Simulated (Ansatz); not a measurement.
SiO$_{2}$: computed property card

SiO$_{2}$:
```
CELL_PARAMETERS angstrom
      1.33689     0.77185     4.76482
     -1.33689     0.77185     4.76482
      0.00000    -1.54371     4.76482
ATOMIC_POSITIONS crystal
  Si 0.00000 0.00000 0.00000
  O  0.27024 0.27024 0.27024
  O  0.72976 0.72976 0.72976
```

Space group R-3m (No. 166); conventional cell a = b = 2.674 Å, c = 14.294 Å, α = β = 90.00°, γ = 120.00°.

Method: DFT-r²SCAN in the program Ansatz with PAW potentials. The cell and atoms are relaxed at this level. Other levels are named where they apply.

Cell and energy:

| Item | Result |
|---|---|
| Volume per atom | 9.83 Å³ |
| Density | 3.38 g/cm³ |
| Formation energy from the elements (no fitted shifts) | -2.66 eV/atom |

Electronic structure:

| Property | Result |
|---|---|
| Band gap | 7.33 eV (indirect) |
| Valence-band maximum | on the Γ–S0 line, 33 % of the way from Γ (k = -0.115, 0.000, 0.109 in fractions of the reciprocal vectors) |
| Conduction-band minimum | at Γ |
| Smallest direct gap on the standard path | 7.68 eV |
| Electron effective mass | 0.38, 0.38, 0.75 mₑ (principal values) |
| Hole effective mass | 1.3, 2.3, 5.7 mₑ (principal values) |

Mechanics:

| Item | Result |
|---|---|
| Elastic constants (relaxed ions, GPa) | C11 = 522, C12 = 116, C13 = 5.3, C14 = -2.5, C33 = 18.7, C44 = 5.6 |
| Mechanical stability | stable (all eigenvalues of C positive) |

A made-up cell: these elements were put on the sites of a structure type; the Crystallography Open Database copy checked does not list it. It is not the phase usual at ambient conditions (space group No. 92, 152, 154). The cell was relaxed with r²SCAN under the symmetry of its start; its stability against distortions is not shown here. A crystal of weakly bound layers computed without a dispersion correction: the cell and the soft elastic constants depend strongly on that. The references are the lowest solids computed at this level, not always the standard phases (solids in place of the gases).

Potentials: the later of the program's two PAW sets.
